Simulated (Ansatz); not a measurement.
ScSi2Ni2:
```cif
data_Ni2ScSi2
_chemical_formula_sum 'Sc1 Ni2 Si2'
_space_group_name_H-M_alt 'P 1'
_space_group_IT_number 1
_cell_length_a 5.46784
_cell_length_b 5.46784
_cell_length_c 5.46784
_cell_angle_alpha 139.416
_cell_angle_beta 139.416
_cell_angle_gamma 58.741
loop_
_space_group_symop_operation_xyz
  'x, y, z'
loop_
_atom_site_label
_atom_site_type_symbol
_atom_site_fract_x
_atom_site_fract_y
_atom_site_fract_z
_atom_site_occupancy
Sc1 Sc 0.00000 0.00000 0.00000 1
Ni1 Ni 0.75000 0.25000 0.50000 1
Ni2 Ni 0.25000 0.75000 0.50000 1
Si1 Si 0.37827 0.37827 0.00000 1
Si2 Si 0.62173 0.62173 0.00000 1
```

Relaxed with r²SCAN.

Question: Tabulate the valence density and the electron localisation function along the shortest Si–Si contact (2.32 Å), plane-wave PAW r²SCAN (Ansatz code).

Answer: 

```csv
distance from Si (Å),density (e/Å³),ELF
0.23,0.09,0.28
0.35,0.16,0.21
0.46,0.26,0.28
0.58,0.37,0.46
0.70,0.46,0.64
0.81,0.51,0.76
0.93,0.53,0.81
1.04,0.53,0.83
1.16,0.53,0.84
1.28,0.53,0.83
1.39,0.53,0.81
1.51,0.51,0.76
1.62,0.46,0.64
1.74,0.37,0.46
1.86,0.26,0.28
1.97,0.16,0.21
2.09,0.09,0.28
```

The density is the valence pseudo-density with augmentation charge, so density and ELF within about 1 Å of a nucleus are not all-electron values.

Space group I4/mmm. The workflow started from an entry of the Crystallography Open Database (COD). Its standing as an ambient phase is unchecked. The cell was relaxed with r²SCAN under the symmetry of its start; its stability against distortions is not shown here. The workflow began spin-polarised and lost its moments.

Potentials: the later of the program's two PAW sets.
